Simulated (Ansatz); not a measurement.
CuSe in space group P6_3/mmc (No. 194; Cu on 2d, Cu on 4f, Se on 2c, Se on 4e) under volume change, plane-wave PAW r²SCAN (Ansatz code), shape and atoms relaxed at each volume.

```tsv
V (Å³/atom)	E − E(relaxed) (meV/atom)	P (GPa)
18.103	43.9	8.61
18.700	18.3	5.23
19.297	4.3	2.39
19.893	0.0	0.00
20.490	[?]	[?]
21.087	14.5	-3.68
21.684	[?]	[?]
```

Fill in the missing entries.


- 21.684, E − E(relaxed) (meV/atom): 30.9
- 21.684, P (GPa): -5.08
- 20.490, E − E(relaxed) (meV/atom): 3.8
- 20.490, P (GPa): -2.01

What does a third-order Birch–Murnaghan fit give for V₀, B₀ and B′?

V₀ = 19.89 Å³/atom, B₀ = 72.7 GPa, B′ = 4.8.

The workflow started from an entry of the Crystallography Open Database (COD). Whether it is the stable phase at ambient conditions was not checked. The r²SCAN relaxation kept the symmetry of its start; whether a distortion lowers the energy is not shown. The run is not spin-polarised.

Potentials: the later of the program's two PAW sets.
